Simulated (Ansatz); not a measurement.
Values for one crystal, relaxed and computed with DFT-r²SCAN in the program Ansatz with PAW potentials; other levels are named.

| Quantity | Result |
|---|---|
| Volume per atom | 22.43 Å³ |
| Electronic character | metallic (no gap) |
| Formation energy from the elements (no fitted shifts) | -0.81 eV/atom |
| Density of states at the Fermi level | 0.22 states/eV per atom (mean over ±0.08 eV) |

### Question
Which compound is it?
(A) Ta2Si, I4/mcm (Ta on 8h, Si on 4a)
(B) LaGaSi, I4_1md (La on 4a, Ga on 4a, Si on 4a)
(C) YSi2Ni2, I4/mmm (Y on 2a, Si on 4e, Ni on 4d)
(D) La5Ge3, P6_3/mcm (La on 4d, La on 6g, Ge on 6g)

### Answer
B, LaGaSi, I4_1md (La on 4a, Ga on 4a, Si on 4a)

The first step of the workflow began from a Materials Project structure, measured or hypothetical; the Crystallography Open Database copy checked does not list it. With Ga and Si taken as one species the cell has the higher symmetry I4_1/amd, so it may be an ordered model of a mixed-site phase. Its standing as an ambient phase is unchecked. The cell was relaxed with r²SCAN under the symmetry of its start; its stability against distortions is not shown here. The references are the lowest solids computed at this level, not always the standard phases. Spin–orbit coupling is left out wherever it is not named.

Potentials: the earlier of the program's two PAW sets.
